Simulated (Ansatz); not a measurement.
K:
```
K
1.0
   -2.60630     2.60630     2.60630
    2.60630    -2.60630     2.60630
    2.60630     2.60630    -2.60630
K
1
Direct
  0.00000   0.00000   0.00000
```

Relaxed with PBEsol. Special points in fractions of this cell's reciprocal vectors: Γ (0.000, 0.000, 0.000); H (0.500, -0.500, 0.500); N (0.000, 0.000, 0.500); P (0.250, 0.250, 0.250).

Question: List the band energies nearest the Fermi level at these points for PBEsol (plane waves, PAW; program Ansatz).

Answer: In eV from the Fermi level; about four levels below and three above (degenerate sets whole), none deeper than 8.9 eV; points with the same levels are listed once.

| k | below | above |
|---|---|---|
| Γ | -2.24 | 4.30 4.30 4.30 |
| H | – | 1.63 1.63 3.54 3.54 3.54 |
| N | – | 0.42 0.68 3.15 |
| P | – | 1.46 1.46 1.46 |

Space group Im-3m (bcc (W type)). The PBEsol relaxation kept the symmetry of its start.

Potentials: the later of the program's two PAW sets.
